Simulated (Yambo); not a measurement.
# Convergence of the G0W0 gap of RbPbF₃

G0W0@PBEsol for RbPbF₃ (cubic perovskite, space group Pm-3m, No. 221) in Yambo. Reference settings: 2×2×2 Γ-centred k mesh, 167 bands and a 7 Ry block in the screening, 167 bands in G with the Bruneval-Gonze terminator, plasmon pole fitted at 27.2 eV. The PBEsol gap R → R on this mesh is 3.00 eV; G0W0 gaps are taken between the same points.

```csv
change from the reference,G0W0 gap R → R (eV),shift of the valence edge (eV),rough Yambo cost
reference settings,5.06,-1.32,1
"43 bands in W, 43 bands in G",5.36,-1.08,about 1/3
"93 bands in W, 93 bands in G",5.12,-1.23,within a factor of two
wavefunctions cut at 50 Ry,5.05,-1.32,about 1/3
"43 bands in W, 43 bands in G, 4 Ry block",5.45,-1.20,about 1/3
"65 bands in W, 65 bands in G, 2 Ry block",5.45,-1.52,about 1/3
"93 bands in W, 93 bands in G, 3 Ry block",5.21,-1.36,about 1/2
3 Ry block,5.12,-1.42,within a factor of two
2 Ry block,5.31,-1.61,within a factor of two
4×4×4 mesh,5.00,-1.26,about 10×
"43 bands in W, 43 bands in G, no terminator",5.24,-0.72,about 1/3
"65 bands in W, 65 bands in G, 3 Ry block, no terminator",5.21,-1.09,about 1/3
"65 bands in W, 65 bands in G, no terminator",5.02,-0.80,about 1/2
"129 bands in W, 129 bands in G, 3 Ry block, no terminator",5.08,-1.26,within a factor of two
"3 Ry block, no terminator",5.06,-1.32,within a factor of two
```

The reference isn't shown to be the converged limit. Costs are rough (shared machines), scaled to the same edge states, and given only for runs that recompute the screening.

Spin-orbit coupling is left out; with 6p states at a band edge it can lower the gap by many tenths of an eV, most of a small gap. The cell is held in this high symmetry; tilts and polar distortions were not searched.

The standard potential for Pb keeps a d shell in the valence without the s and p states of that shell. In tests on such compounds this moved G0W0 gaps by up to about 0.9 eV, so absolute quasiparticle energies here are unreliable; differences between settings are what counts.

Geometry of the Materials Project entry, not relaxed at this level; primitive cell a = b = c = 4.8617 Å, α = β = γ = 90.00°.

The structure is a Materials Project entry; no match was found in the copy of COD used, and its stability was not checked.

A shift is the quasiparticle energy of the state minus its PBEsol energy.
